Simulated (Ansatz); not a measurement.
TiO₂:
```cif
data_O4Ti2
_chemical_formula_sum 'Ti2 O4'
_space_group_name_H-M_alt 'P 1'
_space_group_IT_number 1
_cell_length_a 5.48611
_cell_length_b 5.48611
_cell_length_c 5.48611
_cell_angle_alpha 139.720
_cell_angle_beta 139.720
_cell_angle_gamma 58.278
loop_
_space_group_symop_operation_xyz
  'x, y, z'
loop_
_atom_site_label
_atom_site_type_symbol
_atom_site_fract_x
_atom_site_fract_y
_atom_site_fract_z
_atom_site_occupancy
Ti1 Ti 0.50000 0.50000 0.00000 1
Ti2 Ti 0.25000 0.75000 0.50000 1
O1 O 0.29272 0.29272 0.00000 1
O2 O 0.04272 0.54272 0.50000 1
O3 O 0.45728 0.95728 0.50000 1
O4 O 0.70728 0.70728 0.00000 1
```

Relaxed with r²SCAN.

Q: Decompose the optical modes at the zone centre into irreducible representations, and say which are infrared and Raman allowed.

A: Point group 4/mmm: Γ_opt = A1g + A2u + 2B1g + B2u + 3Eg + 2Eu. Infrared: A2u, Eu. Raman: A1g, B1g, Eg.

Q: Assign frequencies (DFPT, the program Ansatz at the r²SCAN level (PAW); without the LO–TO term).

A: Eg 137, Eg 184, Eu 238, A2u 336, B1g 384, Eu 424, B1g 505, A1g 522, B2u 547, Eg 631 cm⁻¹.

Subscripts of B labels follow the axes of the standard setting.

Space group I4_1/amd (anatase). The r²SCAN relaxation kept the symmetry of its start; of distortions, only those at the zone centre were tested. No spin polarisation was allowed.

Potentials: the later of the program's two PAW sets.
